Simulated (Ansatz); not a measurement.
A relaxed cell of HoZn2O is given with its symmetry left out. The cell was found from a structure generator's guess, not taken from experiment.

Computed with DFT PBE, scalar-relativistic, plane waves, PAW, and for the lanthanide a 4f-in-core norm-conserving potential (Ansatz 0.2.0). Cutoff 690 eV, Γ-centred mesh, Gaussian smearing, no spin polarisation.

```
Ho Zn O
1.0
     3.25071    0.00000    0.00000
    -1.62535    2.81519    0.00000
     0.00000    0.00000    9.32701
Ho Zn O
1 2 1
Direct
  0.00000 0.00000 0.00000
  0.00000 0.00000 0.30947
  0.00000 0.00000 0.69053
  0.00000 0.00000 0.50000
```

The zero of energy is the elements' standard structures at the same level (O₂ as a molecule); no fitted shifts are applied.

Task: Find its symmetry and describe it.

Result: P6/mmm (No. 191). Conventional cell: a = 3.251 Å, c = 9.327 Å. Around Ho lie 2 Zn at 2.89 Å and 6 Ho at 3.25 Å; around Zn lie 1 O at 1.78 Å, 1 Ho at 2.89 Å and 6 Zn at 3.25 Å; O is surrounded by 2 Zn at 1.78 Å.

Task: What is its formation energy per atom?

Result: +0.01 eV/atom. The formation energy is too near zero to say whether this cell lies below the elements.

Task: Is it a metal?

Result: Yes, bands cross the Fermi level on the 18×18×6 mesh.

The last run used an 18×18×6 mesh (in the run's order of axes) for its 4-atom cell and Gaussian smearing of 0.10 eV. For metals, differences of a few meV/atom aren't resolved. An odd number of valence electrons (the lanthanide is held trivalent, its 4f shell in the core) allows no gap without spin; another valence of the lanthanide, a larger cell or a magnetic state could open one. The cell is a metal run without spin; a magnetic state may lie lower. A structure relaxed within its symmetry needn't be a true minimum. Another cell of HoZn2O relaxed alike, in P4/mmm, lies 1.16 eV/atom lower, so this cell isn't the stable form at this level.

The lanthanide is trivalent by construction, without f bands, f moments or other valences. The reference runs of the other elements, and any phases without the lanthanide, used 420 eV, which shifts energies against them by under 10 meV/atom. The lanthanide's reference is the lowest of its hcp, dhcp and fcc cells.
